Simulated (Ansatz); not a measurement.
Relaxed PbS (rock salt):

```
CELL_PARAMETERS angstrom
      0.00000     5.90268     5.90268
      2.95134     0.00000     2.95134
      2.95134     2.95134     0.00000
ATOMIC_POSITIONS crystal
  S  0.00000 0.00000 0.00000
  S  0.50000 0.00000 0.00000
  Pb 0.25000 0.50000 0.50000
  Pb 0.75000 0.50000 0.50000
```

In each cell atom 2 (S, nearest neighbour Pb at 2.951 Å; its periodic images, 4.2 Å or more away, move with it) moves by s·(0.000, 0.000, 1.000) (along Cartesian z), the rest being held.

The numbers are results of PBEsol (plane waves to 420 eV, PAW, scalar-relativistic; Ansatz, a program for electronic structure), not measurements. k mesh 4×8×8 (Γ-centred), Fermi-Dirac smearing 0.05 eV. Energies are smeared free energies. PbS was relaxed with its symmetry unable to fall. Spin-orbit coupling is left out, though Pb is heavy. ΔE is measured from the undisplaced structure.

Successive frames, forces in eV/Å:

```tsv
frame	ΔE (meV/cell)	F on S1	F on S2	F on Pb3	F on Pb4
s = 0.000 Å	0	(0.000, 0.000, 0.000)	(0.000, 0.000, 0.000)	(0.000, 0.000, 0.000)	(0.000, 0.000, 0.000)
s = -0.178 Å	46	(0.054, -0.054, -0.417)	(-0.054, 0.054, 0.549)	(0.009, -0.009, -0.165)	(-0.009, 0.009, 0.033)
s = -0.356 Å	214	(0.111, -0.111, -0.805)	(-0.111, 0.111, 1.414)	(0.037, -0.037, -0.738)	(-0.036, 0.036, 0.129)
s = -0.534 Å	590	(0.179, -0.179, -1.159)	(-0.174, 0.174, 2.973)	(0.078, -0.078, -2.041)	(-0.083, 0.083, 0.227)
```

What are the energy and the forces in the next frame, s = -0.712 Å?

ΔE (meV/cell) = 1350.

```json
[
 {"atom": "S1", "Fx": "0.269", "Fy": "-0.269", "Fz": "-1.465"},
 {"atom": "S2", "Fx": "-0.240", "Fy": "0.240", "Fz": "5.867"},
 {"atom": "Pb3", "Fx": "0.120", "Fy": "-0.120", "Fz": "-4.704"},
 {"atom": "Pb4", "Fx": "-0.149", "Fy": "0.149", "Fz": "0.301"}
]
```

(A displaced cell: forces are minus the slopes of the energy, force constants its curvatures, and phonons follow from these.)
